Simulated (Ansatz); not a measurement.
All numbers below come from DFT PBE+D3(BJ), scalar-relativistic, plane waves, PAW in Ansatz 0.2.0. Settings: cutoff 420 eV, Γ-centred meshes spaced at most about 0.3 Å⁻¹, and about 0.25 Å⁻¹ or finer for metals (2π included), Gaussian smearing. No spin polarisation in the final relaxations.

These are static total energies at zero pressure. All come from trial cells, and lower structures may exist.

Task: Which of these relaxed structures of CS2 is the lowest in energy?
1.

```xyz
3
Lattice="4.1704 0.0000 0.0000 0.0000 4.1704 0.0000 0.0000 0.0000 2.2396" Properties=species:S:1:pos:R:3 pbc="T T T"
C     0.0000    0.0000    0.0000
S     0.0000    2.0852    0.0000
S     2.0852    0.0000    0.0000
```

2.

```xyz
3
Lattice="2.8834 0.0000 0.0000 -1.4417 2.4971 0.0000 0.0000 0.0000 5.7440" Properties=species:S:1:pos:R:3 pbc="T T T"
C     0.0000    0.0000    0.0000
S     1.4417    0.8324    4.4998
S     0.0000    1.6647    1.2442
```

Result: 2. It has the cadmium iodide type, space group P-3m1 (No. 164); the next, 1, with space group P4/mmm (No. 123), lies 118 meV/atom higher. Counting all near atoms (for each partner element, those within 1.25 times its shortest distance or 1.15 times the sum of covalent radii, where it is the nearest in units of that sum or under 1.3), the lowest has C 6, S 3 and the next has C 4, S 4. The next holds S–S chains (shortest 2.24 Å); in the lowest the shortest S–S distance is 2.88 Å. Even the lowest lies +1.37 eV/atom against the elements.

Cells relaxed within their symmetry can be saddle points. The part of the Crystallography Open Database at hand lists CS2 in space group No. 64, which no cell shown has. Some candidate types were left out of the draw beforehand, so a known form may be missing.
